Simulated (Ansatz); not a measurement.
**Fields on a plane of PtS2 (CdI2 type)**

```
PtS2
1.0
    3.55229     0.00000     0.00000
   -1.77615     3.07638     0.00000
    0.00000     0.00000     5.12797
Pt S
1 2
Direct
  0.00000   0.00000   0.00000
  0.33333   0.66667   0.23907
  0.66667   0.33333   0.76093
```

The slice is a (0001) plane (indices of the conventional cell) through the point (0.000, 0.000, 0.000) (fractional), spanned by u = [110] and v = [1 -1 0] in vectors of this cell: u (3.55 Å) and v (6.15 Å, at 90° to u). It covers one period; positions are fractions (u, v).

Atoms on it: Pt at (0.00, 0.00); Pt at (0.50, 0.50).

Level of theory: r2SCAN+rVV10 (plane waves to 500 eV, PAW, scalar-relativistic; Ansatz, an electronic-structure program). k mesh 11×11×7. Inside the PAW spheres the values are not all-electron values, and peaks at nuclei hang on which shells count as valence. PtS2 is run without spin polarisation. PtS2 was relaxed with its symmetry unable to fall. Spin-orbit coupling is left out, though Pt is heavy.

```
v \ u  0.00  0.17  0.33  0.50  0.67  0.83
-----  ----  ----  ----  ----  ----  ----
0.90      x     x   4.3   6.1   4.3     x
0.80    2.6   5.1   6.5   5.5   6.5   5.1
0.70    5.5   6.5   5.1   2.6   5.1   6.5
0.60    6.1   4.3     x     x     x   4.3
0.50    7.1   1.8     x     x     x   1.8
0.40    6.1   4.3     x     x     x   4.3
0.30    5.5   6.5   5.1   2.6   5.1   6.5
0.20    2.6   5.1   6.5   5.5   6.5   5.1
0.10      x     x   4.3   6.1   4.3     x
0.00      x     x   1.8   7.1   1.8     x
```

Values: electrostatic potential energy of an electron, from the cell's mean, in eV. Points within 1 Å of a nucleus are blanked (x), as the pseudised field means little there. Values under -1 eV are set to -1. The zero, the cell's mean, hangs on the PAW cores.

```
|999977441100000011447799|
|777755221100000011225577|
|443322110000000000112233|
|111100000000000000000011|
|000000000000000000000000|
|000000000011111100000000|
|000000112233443322110000|
|000011225577777755221100|
|000011447799999977441100|
|000022448899999988442200|
|000011447799999977441100|
|000011225577777755221100|
|000000112233443322110000|
|000000000011111100000000|
|000000000000000000000000|
|111100000000000000000011|
|443322110000000000112233|
|777755221100000011225577|
|999977441100000011447799|
|999988442200000022448899|
```
Scale: ten equal steps from -0.73 (start of '0') to 1.08 (end of '9'), in the order '0123456789'. Values: log₁₀ of the valence density in e/Å³. The map has 12 points along u (two characters each, u = 0 at the left) and 20 along v (v = 0 in the bottom row). The scale is logarithmic, as a density can span decades between atoms and voids.
